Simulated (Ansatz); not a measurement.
ZnCu (Pm-3m) as a metal

```yaml
crystal:
  lattice:
    - [2.90817, 0.00000, 0.00000]
    - [0.00000, 2.90817, 0.00000]
    - [0.00000, 0.00000, 2.90817]
  atoms:
    - { symbol: Zn, position: [0.50000, 0.50000, 0.50000] }
    - { symbol: Cu, position: [0.00000, 0.00000, 0.00000] }
```

The conventional cell has a = 2.908 Å, b = 2.908 Å, c = 2.908 Å, α = 90.00°, β = 90.00°, γ = 90.00°. Around Zn (atom 1) lie 8 Cu at 2.52 Å. Cu (atom 2) is surrounded by 8 Zn at 2.52 Å.

Level of theory, where no other is named: PBEsol, all-electron LAPW in Ansatz 0.2.0, scalar-relativistic. k mesh 14×14×14, fine mesh 20×20×20, Fermi-Dirac smearing of 0.100 eV, basis error target 1 meV/atom. The cell was relaxed by PAW under this functional.

Levels and slopes are solved on a 20×20×20 mesh, and each state is taken as quadratic over its cell.

Question: What is the density of states at the Fermi level, and which bare Sommerfeld coefficient follows?

Answer: N(E_F) = 0.243 states/eV/atom (both spins), so γ = (π²/3) k_B² N(E_F) = 0.574 mJ/(mol-atom K²) without electron-phonon or spin-fluctuation enhancement.

Question: What Drude plasma energy and σ/τ do the band velocities give?

Answer: (ħω_p,α)² = (e²/ε₀VN_k) Σ_nkσ (∂E/∂k_α)² δ(E − E_F) gives ħω_p = (9.57, 9.57, 9.57) eV along x, y, z, and σ/τ = ε₀ω_p² = 18.7×10²⁰ Ω⁻¹m⁻¹s⁻¹ along x. Weighted by the density of states, the mean Fermi speed is 1.31×10⁶ m/s; the surface has an area of 21.2 Å⁻² for each spin direction.

Question: Which bands cross the Fermi level, and what do they carry?

Answer: 

```tsv
band	filled part	N (states/eV/cell)	speed (10⁶ m/s)	5th to 95th percentile	area (Å⁻²)	filling
1	0.96	0.069	1.29	0.98 to 1.63	2.95	nearly full
2	0.54	0.418	1.32	0.92 to 1.54	18.3	partly filled
```

Question: Map the plane k₃ = 0 of the mesh: how many bands lie under the Fermi level at each point, counted from the least on the plane?

Answer: k₁ runs to the right and k₂ upwards, each from −½ to ½ with 0 in the middle (the axes needn't be at right angles):
```
11111111111111111111
11111111111111111111
11111111111111111111
11110000011100000111
11110000000000000111
11110000000000000111
11110000000000000111
11110000000000000111
11111000000000001111
11111000000000001111
11111000000000001111
11110000000000000111
11110000000000000111
11110000000000000111
11110000000000000111
11110000011100000111
11111111111111111111
11111111111111111111
11111111111111111111
11111111111111111111
```

Question: On PAW files the program sums the optical response inside the mesh cells, interband lines and its own Drude term. Where does ε₁ rise through zero (a sharp plasmon if ε₂ is small there), and how much light is reflected?

Answer: 

```json
{
 "Fine mesh": "20, 20, 20",
 "Window top": "30 eV",
 "Line width": "0.25 eV",
 "Drude damping": "0.2 eV",
 "ε₁ rises through zero at x": "2.42, 13.2 eV",
 "ε₂ there x": "6.63, 1.13",
 "Plasma energy (x, y, z)": "9.726, 9.726, 9.726 eV",
 "Reflectivity at 1 eV, x-polarised": "0.9545",
 "Reflectivity at 2 eV, x-polarised": "0.8793",
 "Reflectivity at 3 eV, x-polarised": "0.496"
}
```

The plasma energy here is the program's own sum at the run's smearing; it differs from the value above by up to 2 %, through mesh and smearing.

Question: What does PAW give for the same cell?

Answer: N(E_F) = 0.243 states/eV/atom and ħω_p,x = 9.57 eV.

Keep in mind: filled d bands lie too high at this level, so their transitions start too early; these sums move with the mesh, by several per cent and more for small sheets; frozen-core PAW files fitted under PBE, their cores solved anew for the functional of the run.
